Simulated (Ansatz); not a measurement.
GaN (wurtzite)

```yaml
crystal:
  lattice:
    - [3.21838, 0.00000, 0.00000]
    - [-1.60919, 2.78720, 0.00000]
    - [0.00000, 0.00000, 5.24320]
  atoms:
    - { symbol: Ga, position: [0.66667, 0.33333, 0.00096] }
    - { symbol: Ga, position: [0.33333, 0.66667, 0.50096] }
    - { symbol: N, position: [0.66667, 0.33333, 0.62424] }
    - { symbol: N, position: [0.33333, 0.66667, 0.12424] }
```

The slice is a (0001) plane (indices of the conventional cell) through the point (0.333, 0.667, 0.501) (fractional), spanned by u = [110] and v = [1 -1 0] in vectors of this cell: u (3.22 Å) and v (5.57 Å, at 90° to u). It covers one period; positions are fractions (u, v).

The numbers are results of PBE (plane waves to 420 eV, PAW, scalar-relativistic; Ansatz, an electronic-structure program), not measurements. k mesh 12×12×6. Inside the PAW spheres the values are not all-electron values, and peaks at nuclei hang on which shells count as valence. GaN was relaxed with its symmetry unable to fall.

Q: Sketch the electron localisation function (ELF) on this plane as a map.

A: 
```
v \ u  0.00  0.14  0.29  0.43  0.57  0.71  0.86
-----  ----  ----  ----  ----  ----  ----  ----
0.92   0.06  0.16  0.42  0.77  0.77  0.42  0.16
0.83   0.21  0.23  0.68  0.78  0.78  0.68  0.23
0.75   0.10  0.22  0.58  0.77  0.77  0.58  0.22
0.67   0.04  0.11  0.25  0.30  0.30  0.25  0.11
0.58   0.12  0.16  0.23  0.07  0.07  0.23  0.16
0.50   0.50  0.32  0.18     x     x  0.18  0.32
0.42   0.77  0.69  0.25  0.08  0.08  0.25  0.69
0.33   0.77  0.78  0.42  0.20  0.20  0.42  0.78
0.25   0.79  0.71  0.40  0.13  0.13  0.40  0.71
0.17   0.30  0.28  0.20  0.05  0.05  0.20  0.28
0.08   0.05  0.16  0.18  0.14  0.14  0.18  0.16
0.00      x  0.05  0.23  0.47  0.47  0.23  0.05
```

Values: electron localisation function (ELF). Points within 0.4 Å of a nucleus are blanked (x), as the pseudised field means little there.
